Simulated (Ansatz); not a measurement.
SrCd2Ge2:
```
SrCd2Ge2
1.0
   -2.26756     2.26756     5.81621
    2.26756    -2.26756     5.81621
    2.26756     2.26756    -5.81621
Sr Ge Cd
1 2 2
Direct
  0.00000   0.00000   0.00000
  0.39118   0.39118   0.00000
  0.60882   0.60882   0.00000
  0.75000   0.25000   0.50000
  0.25000   0.75000   0.50000
```

Relaxed with r²SCAN. Special points in fractions of this cell's reciprocal vectors: Γ (0.000, 0.000, 0.000); X (0.000, 0.000, 0.500); P (0.250, 0.250, 0.250); N (0.000, 0.500, 0.000); M (0.500, 0.500, -0.500); S (0.288, 0.712, -0.288); S0 (-0.288, 0.288, 0.288); R (-0.076, 0.076, 0.500); G (0.500, 0.500, -0.076).

**Question.** List the band energies nearest the Fermi level at these points for plane-wave PAW r²SCAN (Ansatz code).

**Answer.** In eV from the Fermi level; about four levels below and three above (degenerate sets whole), none deeper than 8.9 eV; points with the same levels are listed once.

```csv
k,below,above
Γ,-1.94 -1.94 -0.74 -0.74,0.37 0.60 1.55
X,-4.60 -3.78 -3.15 -2.18,0.07 1.63 1.63
P,-3.65 -2.69 -2.69 -0.52,2.71 2.71 3.07
N,-4.72 -1.83 -1.43 -0.26,0.17 1.53 1.85
M,-2.45 -2.45 -1.88 -0.98 -0.54,0.57 0.87 0.87
S,-5.64 -3.22 -2.54 -1.96,0.54 1.17 1.40
R,-4.22 -3.84 -3.08 -2.07,0.10 1.65 1.74
```

Space group I4/mmm. The workflow started from an entry of the Crystallography Open Database (COD). Whether it is the stable phase at ambient conditions was not checked. The r²SCAN relaxation kept the symmetry of its start; whether a distortion lowers the energy is not shown. Scalar-relativistic: spin–orbit coupling is off unless named, which matters more the heavier the elements.

Potentials: the later of the program's two PAW sets.
